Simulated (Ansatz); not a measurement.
Geometry optimisation in Ansatz: input, command and trajectory.

```yaml
crystal:
  lattice:
    - [-5.12557136, 5.12557136, 0.0]
    - [-5.12557136, 0.0, 5.12557136]
    - [0.0, 5.12557136, 5.12557136]
  atoms:
    - { symbol: O, position: [0.8802375632, 0.8722852837, 0.3758104447] }
    - { symbol: O, position: [0.3766229808, 0.8707589504, 0.3745613492] }
    - { symbol: O, position: [0.8741639241, 0.374023896, 0.3713322606] }
    - { symbol: O, position: [0.8675012761, 0.8784906203, 0.8773221691] }
    - { symbol: O, position: [0.3774190202, 0.3773731518, 0.3737768666] }
    - { symbol: O, position: [0.3802545976, 0.8721756204, 0.8766989571] }
    - { symbol: O, position: [0.8760232827, 0.3797734794, 0.8745207541] }
    - { symbol: O, position: [0.3703427624, 0.3808282954, 0.872735214] }
    - { symbol: O, position: [0.6284285078, 0.6170967843, 0.1339037644] }
    - { symbol: O, position: [0.1262174422, 0.6242262533, 0.1257998656] }
    - { symbol: O, position: [0.6299750893, 0.1243432768, 0.1310824945] }
    - { symbol: O, position: [0.6249258354, 0.6211472902, 0.6286802083] }
    - { symbol: O, position: [0.120752751, 0.1264517385, 0.1245151802] }
    - { symbol: O, position: [0.1253425731, 0.6328655202, 0.6227369304] }
    - { symbol: O, position: [0.6275841602, 0.1276256845, 0.6259578373] }
    - { symbol: O, position: [0.1260816355, 0.1307478658, 0.6239871869] }
    - { symbol: Al, position: [0.0035131819, 0.9985042283, 0.9992936178] }
    - { symbol: Hf, position: [0.5014551763, 0.0039598093, 0.9998777469] }
    - { symbol: Hf, position: [0.9958205377, 0.4956893623, 0.0036778325] }
    - { symbol: Hf, position: [0.5020367741, 0.4984061858, 0.9990667008] }
    - { symbol: Hf, position: [0.5005675955, 0.0030378811, 0.4972943166] }
    - { symbol: Hf, position: [0.0003213215, 0.4976887849, 0.5035149641] }
    - { symbol: Hf, position: [0.4978287951, 0.5033656766, 0.4985548851] }
    - { symbol: Ta, position: [0.9973966561, 0.9988399298, 0.4986248595] }
  symmetry: { detect: false }
basis:
  ecutwfc: 420
kpoints:
  mp_grid: { grid: [2, 2, 2], shift: [0.5, 0.5, 0.5] }
hamiltonian:
  xc: pbe
scf:
  occupations: { method: gaussian, width: 0.1 }
  lower_state_search: "off"
output:
  forces: true
  stress: true
  eigenvalues: true
relax:
  adjacent_minimum: "off"
  f_tol: 0.04
  max_steps: 50
  cell: { stress_tol: 0.3 }
```

```bash
ansatz run input.yaml --threads 4 --pin off --max-ram 9216MiB --backend cpu --events-out ev --progress --plain --runs-dir out
```

The calculation used DFT PBE, scalar-relativistic, plane waves, PAW (Ansatz 0.2.0).

Of 9 frames 8 are shown, positions in Å and forces in eV/Å; the SCF threshold varies from step to step. Steps run on the plane waves of an earlier cell, with a Pulay correction in the pressure. The basis is chosen afresh for the last frame, the zero of the energies, and can be on the way; energy and pressure step there, also at an unchanged geometry.

```xyz
24
Lattice="-5.1256 5.1256 0.0000 -5.1256 0.0000 5.1256 0.0000 5.1256 5.1256" Properties=species:S:1:pos:R:3:forces:R:3 pbc="T T T" step=1 free_energy_over_end_meV_per_atom=147.21 pressure_GPa=-10.00
O    -8.9827    6.4380    6.3972   -0.8420    0.5290    1.0490
O    -6.3935    3.8502    6.3830    0.1760   -0.8120    1.0860
O    -6.3977    6.3839    3.8204    0.6170    1.2670   -0.3780
O    -8.9492    8.9432    8.9995   -1.1540   -0.3970   -0.7130
O    -3.8687    3.8503    3.8501    0.4880    0.3280    0.3580
O    -6.4194    6.4426    8.9640   -0.1940   -0.3220    0.4230
O    -6.4367    8.9725    6.4290    0.0060    0.1480   -0.4900
O    -3.8502    6.3715    6.4252    0.4330    0.5070   -0.4830
O    -6.3840    3.9074    3.8493   -0.3310   -0.4480    0.2290
O    -3.8465    1.2917    3.8443   -0.0490   -0.4300    0.4500
O    -3.8663    3.9009    1.3092    0.0350   -0.1040   -0.5530
O    -6.3868    6.4254    6.4061   -0.4230   -0.3870   -0.3810
O    -1.2671    1.2571    1.2863    0.9360    0.8060    0.3980
O    -3.8862    3.8343    6.4357   -0.4860   -0.6710    0.5510
O    -3.8709    6.4251    3.8625   -0.5880    0.4180   -0.9290
O    -1.3164    3.8445    3.8684    1.1950   -0.2670   -0.7810
Al   -5.1359    5.1400   10.2399    0.0910    0.2320   -0.1360
Hf   -2.5905    7.6952    5.1452    0.2400   -0.0570   -0.3330
Hf   -7.6448    5.1230    2.5595   -0.3620    0.0580    0.3830
Hf   -5.1278    7.6940    7.6754   -0.0900   -0.2360    0.4680
Hf   -2.5813    5.1146    2.5645    0.1940    0.2600    0.1890
Hf   -2.5526    2.5824    5.1317   -0.1730   -0.3050   -0.2040
Hf   -5.1317    5.1070    5.1354   -0.0960    0.1600   -0.1350
Ta  -10.2319    7.6680    7.6754    0.3760   -0.2760   -0.0700
24
Lattice="-5.0450 5.0446 0.0117 -5.0468 0.0099 5.0392 -0.0215 5.0349 5.0277" Properties=species:S:1:pos:R:3:forces:R:3 pbc="T T T" step=2 free_energy_over_end_meV_per_atom=111.43 pressure_GPa=3.08
O    -8.8772    6.3652    6.3702    0.2650   -0.2980   -0.5470
O    -6.2937    3.7273    6.3446   -0.2120    0.4950   -0.3710
O    -6.2628    6.3866    3.7380   -0.5960   -0.6680    0.3770
O    -8.9171    8.7949    8.7918    0.6420    0.1890    0.2110
O    -3.7899    3.8105    3.8184    0.0800   -0.1940   -0.0470
O    -6.3533    6.2960    8.8466    0.2180   -0.1340    0.0390
O    -6.3561    8.8462    6.3060    0.1890    0.1800   -0.2480
O    -3.7830    6.3182    6.2636   -0.1070   -0.3490    0.2650
O    -6.3254    3.8231    3.7984    0.0080    0.0710    0.1310
O    -3.7932    1.2442    3.8248   -0.2390   -0.3210    0.1560
O    -3.8010    3.8054    1.2602   -0.2670    0.4940   -0.2960
O    -6.3425    6.2895    6.2799    0.1710   -0.2360    0.0400
O    -1.1974    1.3073    1.2832   -0.0930   -0.6800   -0.2660
O    -3.8562    3.7533    6.3439    0.1690    0.4790   -0.3610
O    -3.8622    6.3220    3.7266    0.3170   -0.2190    0.4650
O    -1.2011    3.7418    3.7446   -0.5230    0.6670    0.4240
Al   -5.0696    5.0678   10.0765   -0.0680   -0.1470   -0.0630
Hf   -2.5736    7.5674    5.0011   -0.1090   -0.0050    0.3560
Hf   -7.5345    5.0823    2.5397   -0.3220    0.0010   -0.2970
Hf   -5.0814    7.5429    7.5695    0.1310    0.1130   -0.2870
Hf   -2.5378    5.0111    2.5326    0.1190   -0.0460   -0.0380
Hf   -2.5246    2.5402    5.0329    0.1210    0.1400    0.0480
Hf   -5.0851    5.0292    5.0486    0.2710    0.2370    0.2280
Ta  -10.0647    7.5566    7.5455   -0.1640    0.2300    0.0830
24
Lattice="-5.0550 5.0573 0.0029 -5.0486 0.0092 5.0624 0.0102 5.0703 5.0818" Properties=species:S:1:pos:R:3:forces:R:3 pbc="T T T" step=3 free_energy_over_end_meV_per_atom=93.53 pressure_GPa=-2.31
O    -8.8131    6.4531    6.4056    0.2010    0.8510    1.1380
O    -6.3238    3.7612    6.3824   -0.2460   -0.8780    0.7120
O    -6.3586    6.3732    3.7779    0.2200    0.9930   -0.6410
O    -8.7890    8.7661    8.7991   -0.1740   -0.8720   -0.7660
O    -3.7485    3.7655    3.7920    0.3220   -0.2940   -0.4650
O    -6.3378    6.3643    8.8867   -0.6530    0.4790   -0.2870
O    -6.3636    8.8495    6.3356   -0.3530   -0.5390    0.5060
O    -3.7478    6.3589    6.3938    0.4730    0.7410    0.0410
O    -6.2926    3.8538    3.8508    0.3340    0.2000    0.0720
O    -3.8833    1.1414    3.9044    0.0710   -0.0570    0.1050
O    -3.8740    3.9530    1.1573   -0.0080   -0.1590   -0.0140
O    -6.2712    6.2852    6.3234    0.0820   -0.0760   -0.2290
O    -1.1501    1.2089    1.2691    0.3520    0.2600   -0.0550
O    -3.8653    3.8426    6.3402   -0.3840    0.0680   -0.0330
O    -3.8493    6.3285    3.8371   -0.6170   -0.3680   -0.0270
O    -1.1777    3.8769    3.8391    0.7510   -0.3060   -0.1410
Al   -5.0669    5.0904   10.1190   -0.2080    0.1280   -0.0360
Hf   -2.5231    7.6128    5.1088    0.2640    0.0240   -0.6190
Hf   -7.5921    5.0498    2.5312    0.1630   -0.2270    0.3690
Hf   -5.0469    7.6165    7.6077   -0.5660   -0.0520    0.3840
Hf   -2.5155    5.0690    2.5409    0.0220    0.3980    0.1420
Hf   -2.5093    2.5441    5.0663   -0.1120   -0.0950    0.1970
Hf   -5.0350    5.0761    5.0902   -0.3680   -0.1220   -0.2740
Ta  -10.0794    7.5930    7.6035    0.4340   -0.0960   -0.0770
24
Lattice="-5.0587 5.0663 0.0054 -5.0500 0.0140 5.0610 0.0427 5.1143 5.1177" Properties=species:S:1:pos:R:3:forces:R:3 pbc="T T T" step=4 free_energy_over_end_meV_per_atom=69.27 pressure_GPa=-3.30
O    -8.7050    6.5904    6.4847   -0.1070    1.0820    1.7440
O    -6.3789    3.7515    6.4331   -0.0470   -1.3580    1.1160
O    -6.4599    6.4208    3.7813    0.8170    1.4320   -1.1120
O    -8.6438    8.6969    8.7303   -0.7390   -1.2930   -0.9030
O    -3.6806    3.6865    3.7198    0.4130   -0.1070   -0.4770
O    -6.3591    6.4620    8.8805   -1.0930    0.9030   -0.4380
O    -6.3870    8.8361    6.3796   -0.6580   -0.8770    0.9870
O    -3.6819    6.4621    6.5137    0.7240    1.0910   -0.2270
O    -6.2421    3.9033    3.8996    0.4600    0.3020    0.0180
O    -3.9744    1.0232    3.9853    0.7580    0.4920   -0.5360
O    -3.9392    4.0960    1.0495    0.5060   -0.9110    0.4640
O    -6.1935    6.2669    6.3389   -0.0340    0.1150   -0.2550
O    -1.0685    1.1270    1.2510    0.3830    0.7370   -0.0450
O    -3.8987    3.9630    6.3046   -0.1570   -0.5110    0.4460
O    -3.8733    6.3046    3.9340   -0.4990   -0.0870   -0.5560
O    -1.1046    4.0043    3.9084    1.0770   -0.8610   -0.4300
Al   -5.0629    5.1380   10.1203   -0.6220    0.1020    0.5260
Hf   -2.4604    7.6670    5.1751    0.0470   -0.0100   -0.6820
Hf   -7.6431    5.0236    2.5286    0.6050    0.3080    0.5800
Hf   -5.0372    7.6933    7.6381   -0.4940   -0.0980    0.4610
Hf   -2.4808    5.1318    2.5574   -0.3220    0.1670    0.1450
Hf   -2.4914    2.5615    5.0880   -0.2560    0.0090   -0.0160
Hf   -5.0103    5.1255    5.1078   -1.1380   -0.3200   -0.5350
Ta  -10.0760    7.6375    7.6352    0.3790   -0.3050   -0.2750
24
Lattice="-5.0132 5.1287 -0.0101 -5.0218 -0.0187 5.1094 0.0007 5.1192 5.0914" Properties=species:S:1:pos:R:3:forces:R:3 pbc="T T T" step=6 free_energy_over_end_meV_per_atom=0.78 pressure_GPa=1.07
O    -8.6790    6.6968    6.6413    0.0830   -0.1700   -0.1830
O    -6.3572    3.5311    6.6593    0.0270    0.1260   -0.1800
O    -6.3521    6.7097    3.5439   -0.0330   -0.1850    0.1950
O    -8.6843    8.6558    8.6537    0.0860    0.1670    0.1420
O    -3.6769    3.6518    3.6599    0.1120    0.0910    0.1440
O    -6.4408    6.6795    8.6584   -0.1780   -0.0850    0.1300
O    -6.4340    8.6718    6.6408   -0.1750    0.1180   -0.1360
O    -3.6729    6.5963    6.5323    0.1160   -0.1580   -0.0990
O    -6.3175    4.0929    4.0607   -0.1040   -0.1880   -0.1730
O    -3.8548    1.0110    4.0578    0.0660   -0.0450    0.0980
O    -3.8417    4.1127    1.0405    0.0670    0.0600   -0.0650
O    -6.3128    6.1454    6.1420   -0.0890    0.1490    0.1940
O    -1.1348    1.0111    1.0408   -0.0230    0.0250    0.0290
O    -3.8272    4.0046    6.2468    0.0900   -0.1900    0.1840
O    -3.8283    6.2408    3.9477    0.0980    0.1800   -0.1860
O    -1.1411    4.1207    4.0694   -0.0400   -0.0440   -0.0170
Al   -4.9918    5.1064   10.2074   -0.2000    0.0070   -0.0290
Hf   -2.4986    7.6859    5.0792    0.1970   -0.2290    0.0610
Hf   -7.5159    5.1118    2.5477    0.2070    0.0730   -0.2660
Hf   -4.9984    7.6706    7.6514   -0.1310    0.0260   -0.0320
Hf   -2.4938    5.1358    2.5501    0.1890   -0.0360    0.2190
Hf   -2.5000    2.5627    5.1210    0.2410    0.2330   -0.0620
Hf   -4.9764    5.1196    5.0954   -0.1110    0.0490    0.0180
Ta   -9.9840    7.6691    7.6486   -0.4950    0.0260    0.0140
24
Lattice="-5.0189 5.1348 -0.0150 -5.0233 -0.0194 5.1095 -0.0004 5.1194 5.0896" Properties=species:S:1:pos:R:3:forces:R:3 pbc="T T T" step=7 free_energy_over_end_meV_per_atom=-0.90 pressure_GPa=-0.07
O    -8.6866    6.7006    6.6312   -0.0290    0.0290    0.0170
O    -6.3594    3.5475    6.6331    0.0230   -0.0010   -0.0020
O    -6.3500    6.6896    3.5697    0.0210    0.0190   -0.0080
O    -8.6905    8.6615    8.6516   -0.0260   -0.0160   -0.0190
O    -3.6668    3.6510    3.6606    0.0010    0.0110   -0.0030
O    -6.4471    6.6640    8.6807    0.0190    0.0110   -0.0120
O    -6.4488    8.6965    6.6102    0.0170   -0.0110    0.0100
O    -3.6644    6.5962    6.5296   -0.0030    0.0040   -0.0170
O    -6.3028    4.0667    4.0238    0.0340    0.0040   -0.0140
O    -3.8489    1.0074    4.0627   -0.0260   -0.0050    0.0060
O    -3.8479    4.1212    1.0349   -0.0080    0.0030    0.0020
O    -6.2983    6.1746    6.1785    0.0330    0.0130   -0.0030
O    -1.1303    1.0179    1.0555   -0.0160    0.0140    0.0090
O    -3.8443    4.0011    6.2529   -0.0030    0.0350   -0.0340
O    -3.8375    6.2468    3.9362   -0.0100   -0.0280    0.0300
O    -1.1363    4.1094    4.0529   -0.0140   -0.0080   -0.0130
Al   -5.0039    5.1077   10.2018    0.1110    0.0030    0.0010
Hf   -2.5017    7.6816    5.0743   -0.0720   -0.0230    0.0080
Hf   -7.5181    5.1233    2.5243   -0.0750   -0.0250    0.0040
Hf   -5.0234    7.6788    7.6426    0.0080    0.0000    0.0100
Hf   -2.4961    5.1411    2.5594   -0.0720   -0.0120    0.0120
Hf   -2.5000    2.5732    5.1149   -0.0870   -0.0060    0.0080
Hf   -5.0009    5.1261    5.0925    0.0270   -0.0170    0.0160
Ta  -10.0112    7.6766    7.6425    0.1460    0.0060   -0.0080
24
Lattice="-5.0153 5.1361 -0.0133 -5.0197 -0.0177 5.1019 0.0058 5.1285 5.0899" Properties=species:S:1:pos:R:3:forces:R:3 pbc="T T T" step=8 free_energy_over_end_meV_per_atom=-1.00 pressure_GPa=0.07
O    -8.6870    6.7131    6.6220   -0.0030    0.0070    0.0020
O    -6.3432    3.5503    6.6175   -0.0090   -0.0150   -0.0170
O    -6.3417    6.7024    3.5700   -0.0040   -0.0160   -0.0080
O    -8.6742    8.6681    8.6553    0.0140    0.0070    0.0050
O    -3.6588    3.6522    3.6642   -0.0050   -0.0070   -0.0050
O    -6.4406    6.6763    8.6751   -0.0070    0.0080    0.0020
O    -6.4371    8.6998    6.6000   -0.0010    0.0040    0.0050
O    -3.6624    6.6126    6.5266    0.0020    0.0000   -0.0030
O    -6.2870    4.0705    4.0068   -0.0080    0.0010   -0.0020
O    -3.8472    1.0060    4.0546    0.0000    0.0050    0.0020
O    -3.8404    4.1305    1.0423   -0.0030   -0.0010    0.0080
O    -6.2960    6.1774    6.1769    0.0010   -0.0020   -0.0020
O    -1.1430    1.0064    1.0499   -0.0030    0.0070    0.0040
O    -3.8326    4.0190    6.2552    0.0070    0.0050    0.0010
O    -3.8323    6.2468    3.9357    0.0040   -0.0020    0.0040
O    -1.1231    4.1191    4.0396   -0.0110    0.0010   -0.0020
Al   -4.9911    5.1156   10.1937    0.0220    0.0000    0.0030
Hf   -2.4931    7.6837    5.0826    0.0030   -0.0100   -0.0020
Hf   -7.5124    5.1271    2.5182    0.0040    0.0010   -0.0080
Hf   -5.0163    7.6941    7.6470   -0.0040   -0.0010   -0.0050
Hf   -2.4954    5.1448    2.5622    0.0100   -0.0090    0.0070
Hf   -2.5002    2.5755    5.1138    0.0050    0.0040   -0.0150
Hf   -4.9998    5.1299    5.0926   -0.0040   -0.0020   -0.0010
Ta   -9.9930    7.6935    7.6463   -0.0110    0.0170    0.0270
24
Lattice="-5.0153 5.1361 -0.0133 -5.0197 -0.0177 5.1019 0.0058 5.1285 5.0899" Properties=species:S:1:pos:R:3:forces:R:3 pbc="T T T" step=9 free_energy_over_end_meV_per_atom=0.00 pressure_GPa=-0.14
O    -8.6870    6.7131    6.6220   -0.0030    0.0080    0.0020
O    -6.3432    3.5503    6.6175   -0.0080   -0.0150   -0.0170
O    -6.3417    6.7024    3.5700   -0.0030   -0.0160   -0.0080
O    -8.6742    8.6681    8.6553    0.0150    0.0060    0.0050
O    -3.6588    3.6522    3.6642   -0.0050   -0.0070   -0.0050
O    -6.4406    6.6763    8.6751   -0.0080    0.0080    0.0020
O    -6.4371    8.6998    6.6000   -0.0020    0.0040    0.0050
O    -3.6624    6.6126    6.5266    0.0010    0.0010   -0.0030
O    -6.2870    4.0705    4.0068   -0.0080    0.0010   -0.0010
O    -3.8472    1.0060    4.0546    0.0000    0.0040    0.0030
O    -3.8404    4.1305    1.0423   -0.0040   -0.0010    0.0080
O    -6.2960    6.1774    6.1769    0.0020   -0.0030   -0.0030
O    -1.1430    1.0064    1.0499   -0.0030    0.0070    0.0040
O    -3.8326    4.0190    6.2552    0.0060    0.0050    0.0010
O    -3.8323    6.2468    3.9357    0.0040   -0.0020    0.0050
O    -1.1231    4.1191    4.0396   -0.0100    0.0010   -0.0020
Al   -4.9911    5.1156   10.1937    0.0220    0.0000    0.0030
Hf   -2.4931    7.6837    5.0826    0.0030   -0.0110   -0.0020
Hf   -7.5124    5.1271    2.5182    0.0050    0.0010   -0.0080
Hf   -5.0163    7.6941    7.6470   -0.0040   -0.0010   -0.0050
Hf   -2.4954    5.1448    2.5622    0.0100   -0.0090    0.0070
Hf   -2.5002    2.5755    5.1138    0.0050    0.0050   -0.0150
Hf   -4.9998    5.1299    5.0926   -0.0040   -0.0020   -0.0020
Ta   -9.9930    7.6935    7.6463   -0.0110    0.0170    0.0270
```

The run took 45 s on 4 threads of Intel(R) Xeon(R) 6975P-C (Granite Rapids) (shared host), peak memory 1.2 GiB.

The k mesh is coarse. Spin–orbit coupling is left out, which can shift energies with elements as heavy as these.